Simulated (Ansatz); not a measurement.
These are results of DFT PBE, scalar-relativistic, plane waves, PAW (Ansatz 0.2.0), not measurements. All cells share a 420 eV cutoff and Γ-centred k meshes spaced at most about 0.3 Å⁻¹ (about 0.25 or finer for metals, 2π included). Collinear spin in cells that started with moments and kept them past the coarse steps, no spin elsewhere.

All energies are static (0 K, no zero-point motion). All come from trial cells, and lower structures may exist.

Question: Order these relaxed structures of Al₃Co₂Ni by energy, lowest first, with the energy over the lowest of them.
A.

```
Al Co Ni
1.0
     4.06317    0.00000    0.00000
    -2.03159    3.51881    0.00000
     0.00000    0.00000    4.97163
Al Co Ni
3 2 1
Direct
  0.00000 0.00000 0.00000
  0.66667 0.33333 0.32958
  0.33333 0.66667 0.67042
  0.66667 0.33333 0.83250
  0.33333 0.66667 0.16750
  0.00000 0.00000 0.50000
```

B.

```
Al Co Ni
1.0
     2.87487    0.00000    0.00000
     0.00000    2.87487    0.00000
     0.00000    0.00000    8.56840
Al Co Ni
3 2 1
Direct
  0.50000 0.50000 0.00000
  0.50000 0.50000 0.33019
  0.50000 0.50000 0.66981
  0.00000 0.00000 0.83280
  0.00000 0.00000 0.16720
  0.00000 0.00000 0.50000
```

Answer: B (0 meV/atom), A (12 meV/atom). Forms: B P4/mmm, moments up to 0.3 μB; A P-3m1, moments up to 0.6 μB. Counting all near atoms (those within 1.25 times the shortest distance at each site; a plus sign parts nearer from farther groups): B has Al 8+6, Co 8+6, Ni 8+6; A has Al 8+6, Co 8+6, Ni 8+6.

The k mesh leaves some 4 meV/atom of noise in the energy of each metallic cell. The magnetic state reached may not be the lowest. Cells relaxed within their symmetry can be saddle points. Some candidate types were left out of the draw beforehand, so a known form may be missing.
